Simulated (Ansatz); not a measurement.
With the program Ansatz at the PBEsol level (PAW), ZnCu$_{2}$GeS$_{4}$ in the tetragonal phase (I-4; Pearson symbol tI16) relaxes to a = 5.267 Å, c = 10.483 Å. Cu on 2a has 4 nearest neighbours from 2.27 Å (tetrahedral); Cu on 2c has 4 nearest neighbours from 2.26 Å (tetrahedral); Zn has 4 nearest neighbours from 2.31 Å (tetrahedral); Ge has 4 nearest neighbours from 2.26 Å (tetrahedral). Its formation energy from the elements is -47 kJ/mol-atom, with no fitted shifts.

The Kohn–Sham gap is 0.60 eV (direct). The valence maximum lies at Γ and the conduction minimum at Γ. HSE06 on the same cell gives 1.84 eV. Gap from PBEsol with spin–orbit coupling: 0.60 eV. The electron mass is 0.11, 0.12, 0.12 mₑ (principal values). The hole mass is 0.13, 0.80, 0.80 mₑ (principal values).

An equation-of-state fit gives a bulk modulus of 85.7 GPa. Perturbation theory gives ε∞ = 10.2 (xx = yy), 10.2 (zz). Born charges are Cu +0.63 to +0.64, Zn +2.06, Ge +2.98, S -1.58 e. Bader charges are Cu +0.46 to +0.47, Zn +0.84, Ge +1.23, S -0.75 e.

Symmetry was held in the PBEsol relaxation. The run is not spin-polarised. The references are the lowest solids computed at this level, not always the standard phases. Spin–orbit coupling is left out wherever it is not named.

Potentials: the later of the program's two PAW sets.
